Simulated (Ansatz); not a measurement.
¹⁷O NMR of the central transition in PH6NO4

Cell: a Materials Project structure (computed, not necessarily an observed phase), taken as it stands.

```yaml
crystal:
  lattice:
    - [0.00000, 5.34331, 3.87612]
    - [5.29612, 0.00000, 3.87612]
    - [5.29612, 5.34331, 0.00000]
  atoms:
    - { symbol: H, position: [0.80928, 0.84409, 0.78653] }
    - { symbol: H, position: [0.44085, 0.40868, 0.68707] }
    - { symbol: H, position: [0.84409, 0.80928, 0.56010] }
    - { symbol: H, position: [0.40868, 0.44085, 0.46340] }
    - { symbol: H, position: [0.78660, 0.56293, 0.84132] }
    - { symbol: H, position: [0.46347, 0.68990, 0.44072] }
    - { symbol: H, position: [0.56293, 0.78660, 0.80915] }
    - { symbol: H, position: [0.68990, 0.46347, 0.40591] }
    - { symbol: H, position: [0.14700, 0.59704, 0.26997] }
    - { symbol: H, position: [0.59704, 0.14700, 0.98599] }
    - { symbol: H, position: [0.98003, 0.26401, 0.10300] }
    - { symbol: H, position: [0.26401, 0.98003, 0.65296] }
    - { symbol: P, position: [0.24086, 0.24086, 0.25914] }
    - { symbol: P, position: [0.99086, 0.99086, 0.00914] }
    - { symbol: N, position: [0.75138, 0.75138, 0.74862] }
    - { symbol: N, position: [0.50138, 0.50138, 0.49862] }
    - { symbol: O, position: [0.27860, 0.44708, 0.28530] }
    - { symbol: O, position: [0.97280, 0.80114, 0.26237] }
    - { symbol: O, position: [0.44708, 0.27860, 0.98902] }
    - { symbol: O, position: [0.80114, 0.97280, 0.96370] }
    - { symbol: O, position: [0.28630, 0.98763, 0.44887] }
    - { symbol: O, position: [0.96470, 0.26098, 0.97140] }
    - { symbol: O, position: [0.98763, 0.28630, 0.27720] }
    - { symbol: O, position: [0.26098, 0.96470, 0.80292] }
```

Sites (sets of like atoms) are named by element and the number of their first atom in this list.

Computed with Ansatz: DFT, PBE, plane waves and PAW, scalar-relativistic, 420 eV cutoff, Γ-centred 4×4×4 k-points, Fermi–Dirac smearing 0.02 eV.

¹⁷O has I = 5/2 and Q = -25.58 mb (Pyykkö 2018); at 16.4 T its Larmor frequency is ν₀ = 94.7 MHz. Only the quadrupole interaction is simulated: positions count from each site's isotropic chemical shift, and J coupling is left out, as are shift anisotropy and dipolar coupling, which fast spinning averages.

Q: Give C_Q, η, the quadrupolar product P_Q = |C_Q|(1 + η²/3)^½, the second-order isotropic shift and the breadth of the pattern (fast magic-angle spinning) for each O site.

A: 

| site | first shell | C_Q (MHz) | η | P_Q (MHz) | δ_QIS (ppm) | breadth (kHz) |
| --- | --- | --- | --- | --- | --- | --- |
| O17 | 1 H at 1.06 Å, 1 P at 1.59 Å, angle 114°; also 1 H at 1.94 Å | -6.39 | 0.81 | 7.05 | -33.3 | 7.14 |
| O18 | 1 P at 1.53 Å; also 2 H at 1.43–1.91 Å | -5.38 | 0.35 | 5.49 | -20.2 | 4.40 |

δ_QIS = −(ν_Q²/30ν₀²)[I(I+1) − 3/4](1 + η²/3) × 10⁶ ppm with ν_Q = 3|C_Q|/[2I(2I−1)]; it falls as 1/B₀² in ppm, and the breadth as 1/B₀ in kHz.

At O18 V_zz points along its bond to P (within 6°).
